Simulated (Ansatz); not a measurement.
MgB₂ (space group P6/mmm)

```yaml
crystal:
  lattice:
    - [6.14853, 0.00000, 0.00000]
    - [-1.53713, 2.66239, 0.00000]
    - [3.07427, 0.00000, 3.52750]
  atoms:
    - { symbol: Mg, position: [0.00000, 0.00000, 0.00000] }
    - { symbol: Mg, position: [0.50000, 0.00000, 0.00000] }
    - { symbol: B, position: [0.08333, 0.33333, 0.50000] }
    - { symbol: B, position: [0.58333, 0.33333, 0.50000] }
    - { symbol: B, position: [0.91667, 0.66667, 0.50000] }
    - { symbol: B, position: [0.41667, 0.66667, 0.50000] }
```

A phonon eigenvector at L = (0.5, 0.0, 0.5) is frozen into this cell: atom i moves by Q times the vector below, so Q is the largest atomic displacement, in Å. The cell is held. (q is in reciprocal vectors of the primitive cell; the cell shown is doubled to hold the pattern.)

```
atom       x       y       z
----  ------  ------  ------
Mg1    0.288   0.167   0.000
Mg2   -0.288  -0.167   0.000
B3     0.000   0.000  -1.000
B4     0.000   0.000   1.000
B5     0.000   0.000  -1.000
B6     0.000   0.000   1.000
```

Calculation: PBE (plane waves to 420 eV, PAW, scalar-relativistic; Ansatz, an electronic-structure program). k mesh 17×17×17 (Γ-centred), Fermi-Dirac smearing 0.05 eV. E stands for the smeared free energy. With partly filled bands, energies and forces of such displacements shift with the k mesh and the smearing. MgB2 was relaxed with its symmetry unable to fall. ΔE is measured from the undisplaced structure.

The scan covers Q from -0.100 to 0.100 Å in 13 points.

Problem. Which space group does the distorted structure have?

Solution. Imma (No. 74), lowered from P6/mmm.

Problem. What is the energy change at Q = 0.100 Å?

Solution. 210 meV/cell.

Problem. What harmonic wavenumber does the curvature at Q = 0 give?

Solution. 484 cm⁻¹.

(For displaced atoms, the force is minus the slope of the energy, and its curvature is a force constant, which sets phonon frequencies.)
